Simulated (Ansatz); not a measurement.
SnSb:
```
SnSb
1.0
    0.00000     3.01891     3.01891
    3.01891     0.00000     3.01891
    3.01891     3.01891     0.00000
Sn Sb
1 1
Cartesian
  3.01891   3.01891   3.01891
  0.00000   0.00000   0.00000
```

Relaxed with LDA. Special points in fractions of this cell's reciprocal vectors: Γ (0.000, 0.000, 0.000); X (0.500, 0.000, 0.500); U (0.625, 0.250, 0.625); K (0.375, 0.375, 0.750); L (0.500, 0.500, 0.500); W (0.500, 0.250, 0.750).

Problem. List the band energies nearest the Fermi level at these points for the program Ansatz at the LDA level (PAW).

Solution. In eV from the Fermi level; about four levels below and three above (degenerate sets whole), none deeper than 8.9 eV; points with the same levels are listed once.

| k | below | above |
|---|---|---|
| Γ | -2.29 -0.84 -0.84 -0.84 | 4.65 4.65 4.65 |
| X | -5.63 -5.40 -3.05 -3.05 | 2.49 7.03 7.03 |
| U | -7.23 -4.92 -2.43 -1.75 | 4.44 4.67 5.47 |
| L | -8.35 -0.18 -0.18 | 0.87 0.87 1.27 |
| W | -7.20 -4.48 -4.48 | 1.05 1.78 5.73 5.73 |

Space group Fm-3m (rock salt). The first step of the workflow began from a Materials Project structure, measured or hypothetical; the Crystallography Open Database files this formula in space group No. 225, but the cells were not matched. Whether it is the stable phase at ambient conditions was not checked. Symmetry was held in the LDA relaxation; of distortions, only those at the zone centre were tested. Scalar-relativistic: spin–orbit coupling is off unless named, which matters more the heavier the elements.

Potentials: the later of the program's two PAW sets.
